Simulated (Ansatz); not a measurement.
**CaO with Cd replacing Ca: gradients before and after relaxing the atoms**

Start: a supercell of CaO (rock salt type, Fm-3m) built from a structure deposited in the COD, with all atoms left at the host's positions.

```
Cd Ca O
1.0
     0.00000    7.21950    7.21950
     7.21950    0.00000    7.21950
     7.21950    7.21950    0.00000
Cd Ca O
1 26 27
Direct
  0.00000 0.00000 0.00000
  0.00000 0.00000 0.33333
  0.00000 0.00000 0.66667
  0.00000 0.33333 0.00000
  0.00000 0.33333 0.33333
  0.00000 0.33333 0.66667
  0.00000 0.66667 0.00000
  0.00000 0.66667 0.33333
  0.00000 0.66667 0.66667
  0.33333 0.00000 0.00000
  0.33333 0.00000 0.33333
  0.33333 0.00000 0.66667
  0.33333 0.33333 0.00000
  0.33333 0.33333 0.33333
  0.33333 0.33333 0.66667
  0.33333 0.66667 0.00000
  0.33333 0.66667 0.33333
  0.33333 0.66667 0.66667
  0.66667 0.00000 0.00000
  0.66667 0.00000 0.33333
  0.66667 0.00000 0.66667
  0.66667 0.33333 0.00000
  0.66667 0.33333 0.33333
  0.66667 0.33333 0.66667
  0.66667 0.66667 0.00000
  0.66667 0.66667 0.33333
  0.66667 0.66667 0.66667
  0.16667 0.16667 0.16667
  0.16667 0.16667 0.50000
  0.16667 0.16667 0.83333
  0.16667 0.50000 0.16667
  0.16667 0.50000 0.50000
  0.16667 0.50000 0.83333
  0.16667 0.83333 0.16667
  0.16667 0.83333 0.50000
  0.16667 0.83333 0.83333
  0.50000 0.16667 0.16667
  0.50000 0.16667 0.50000
  0.50000 0.16667 0.83333
  0.50000 0.50000 0.16667
  0.50000 0.50000 0.50000
  0.50000 0.50000 0.83333
  0.50000 0.83333 0.16667
  0.50000 0.83333 0.50000
  0.50000 0.83333 0.83333
  0.83333 0.16667 0.16667
  0.83333 0.16667 0.50000
  0.83333 0.16667 0.83333
  0.83333 0.50000 0.16667
  0.83333 0.50000 0.50000
  0.83333 0.50000 0.83333
  0.83333 0.83333 0.16667
  0.83333 0.83333 0.50000
  0.83333 0.83333 0.83333
```

Sites (sets of like atoms) are named by element and the number of their first atom in this list.

The numbers come from a DFT calculation in Ansatz (PBE, plane waves and PAW, scalar-relativistic, 420 eV cutoff, Γ-centred 2×2×2 k-points, Fermi–Dirac smearing 0.01 eV).

The largest force at the start is 0.31 eV/Å. Relaxing the ions at fixed cell moves them by 0.026 Å at most (atom 30, O) and 0.010 Å rms.

```tsv
site	atom	moved (Å)	first shell before	first shell after	V_zz before (10²¹ V/m²)	η before
Cd	1	0.000	6 O at 2.41 Å	6 O at 2.43 Å	0.00	–
Ca2	2	0.010	6 O at 2.41 Å	6 O at 2.40–2.41 Å	0.092	0.64
Ca5	5	0.001	6 O at 2.41 Å	6 O at 2.41 Å	-0.005	0.00
Ca15	15	0.006	6 O at 2.41 Å	6 O at 2.39–2.41 Å	0.29	0.00
O28	28	0.001	6 Ca at 2.41 Å	6 Ca at 2.41 Å	-0.062	0.00
O30	30	0.026	5 Ca at 2.41 Å, 1 Cd at 2.41 Å	5 Ca at 2.39–2.40 Å, 1 Cd at 2.43 Å	3.22	0.00
O32	32	0.000	6 Ca at 2.41 Å	6 Ca at 2.41 Å	-0.016	0.08
```

**Question.** What are V_zz and η after the relaxation?

**Answer.** 

| site | atom | V_zz after | η after | change of V_zz |
| --- | --- | --- | --- | --- |
| Cd | 1 | 0.00 | – | 0.00 |
| Ca2 | 2 | 0.060 | 0.87 | – |
| Ca5 | 5 | 0.026 | 0.00 | +0.03 |
| Ca15 | 15 | 0.17 | 0.00 | -0.12 |
| O28 | 28 | 0.038 | 0.00 | +0.10 |
| O30 | 30 | 3.48 | 0.00 | +0.26 |
| O32 | 32 | -0.038 | 0.85 | -0.02 |

The largest change of V_zz along a kept axis is on O30, from 3.22 to 3.48. In per cent, |V_zz| changes by +8 on O (all sites that start above 0.5). V_zz changes sign on O28 (same axis). On Ca2 the largest principal value lies along another axis in the second run, so the two V_zz can't be compared directly. Other sites without a gradient aren't listed.

The defect repeats with the cell of 54 atoms, so it feels its images: sites between two images don't show the values beside a lone defect, and zeros or small values of η there can come from the images' arrangement. Without spin–orbit coupling (the program notes it for Cd) the gradients are little affected as a rule: paired runs on crystals with a gap mostly move them by under 2 % at such atoms.
Before: The neighbours have not yet relaxed around the defect (largest force 0.31 eV/Å), so a real crystal will differ.
After: The relaxation keeps the site symmetry m-3m of the start, so the impurity can't leave its site; a start off the site could end lower.
